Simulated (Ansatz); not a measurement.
NiSi (MnP type, space group Pnma)

```xyz
8
Lattice="5.1230 0.0000 0.0000 0.0000 3.3418 0.0000 0.0000 0.0000 5.5681" Properties=species:S:1:pos:R:3 pbc="T T T"
Ni     2.6006     0.8355     3.8350
Ni     0.0391     0.8355     4.5173
Ni     2.5224     2.5064     1.7332
Ni     5.0839     2.5064     1.0509
Si     3.4776     0.8355     0.4636
Si     0.9161     0.8355     2.3205
Si     1.6454     2.5064     5.1046
Si     4.2069     2.5064     3.2477
```

Equation-of-state scan: isotropic scaling of the cell above, V₀ being its volume. The atoms relax within the cell's symmetry.

Computed with r2SCAN (plane waves to 500 eV, PAW, scalar-relativistic; Ansatz, a quantum-chemistry and plane-wave program). k mesh 9×14×9 (Γ-centred), Fermi-Dirac smearing 0.05 eV. Compression counts positive. NiSi is run without spin polarisation. NiSi was relaxed with its symmetry unable to fall. The PAW data are Ansatz's earlier set.

At one point of the scan the stress tensor (GPa) is:

```
   27.5      0.0      0.0
    0.0     28.0      0.0
    0.0      0.0     24.3
```

**Question.** Which point is it?
(A) V/V₀ = 0.840
(B) V/V₀ = 0.893
(C) V/V₀ = 0.947
(D) V/V₀ = 0.973

**Answer.** B, V/V₀ = 0.893

(Under strain, the slope of the energy per volume gives the stress and its curvature an elastic modulus.)
